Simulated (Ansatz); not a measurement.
**BN: zone-centre modes**

Level of theory: Ansatz 0.2.0, DFT PBE, scalar-relativistic, plane waves, PAW. The runs took a 420 eV cutoff, a Γ-centred 12×12×4 mesh and Gaussian smearing (0.05 eV). No spin polarisation.

The starting cell (as given, not relaxed at this level):

```
B N
1.0
     2.50399    0.00000    0.00000
    -1.25200    2.16852    0.00000
     0.00000    0.00000    6.66120
B N
2 2
Cartesian
  0.0000 1.4457 1.6653
  1.2520 0.7228 4.9959
  0.0000 1.4457 4.9959
  1.2520 0.7228 1.6653
```

The cell holds layers and no dispersion correction was added, so their binding is poorly described.

Harmonic modes by finite displacements of 0.02 Å, without the LO–TO term.

**Question.** At this geometry, is the structure stable against these modes?

**Answer.** Yes: no mode is imaginary beyond 10 cm⁻¹, and only the three translations lie near zero.

**Question.** List the wavenumbers in cm⁻¹.

**Answer.** 0, 0, 0, 45, 45, 120, 743, 794, 1359, 1359, 1360, 1360.

Cost: 1 run of about 0.43 core-minutes, on Intel Xeon Platinum 8488C (Sapphire Rapids) (shared hosts).